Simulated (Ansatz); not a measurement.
TiN (rock salt)

```
TiN
1.0
    0.00000     2.12346     2.12346
    2.12346     0.00000     2.12346
    2.12346     2.12346     0.00000
N Ti
1 1
Direct
  0.00000   0.00000   0.00000
  0.50000   0.50000   0.50000
```

Equation-of-state scan: isotropic scaling of the cell above, V₀ being its volume. Symmetry pins the atoms to their sites.

The numbers are results of PBE (plane waves to 420 eV, PAW, scalar-relativistic; Ansatz, an electronic-structure program), not measurements. k mesh 19×19×19 (Γ-centred), Fermi-Dirac smearing 0.05 eV. The energy includes the smearing's −TS. TiN is run without spin polarisation. TiN was relaxed with its symmetry unable to fall. The zero of ΔE is the relaxed starting cell. The last digit holds for this mesh only.

| V (Å³/atom) | ΔE (meV/atom) |
|---|---|
| 8.043 | 286.8 |
| 8.298 | 188.7 |
| 8.554 | 114.6 |
| 8.809 | 61.3 |
| 9.064 | 25.9 |
| 9.319 | 6.2 |
| 9.575 | 0.0 |
| 9.830 | 5.6 |
| 10.085 | 21.5 |
| 10.341 | 46.2 |
| 10.596 | 78.7 |
| 10.851 | 117.8 |
| 11.107 | 162.9 |

### Question
What is the fitted pressure derivative B₀′?

### Answer
4.2.

### Question
What bulk modulus B₀ follows from a third-order Birch-Murnaghan fit?

### Answer
276 GPa. Check by three points about V = 9.575 Å³/atom, step 0.511: d²E/dV² ≈ (26 − 2·0 + 21) meV / 0.511² = 0.180 eV/Å⁶, and V·d²E/dV² × 160.2 = 277 GPa.

(A scan under strain: stresses follow from slopes of the energy per volume, elastic moduli from its curvatures.)
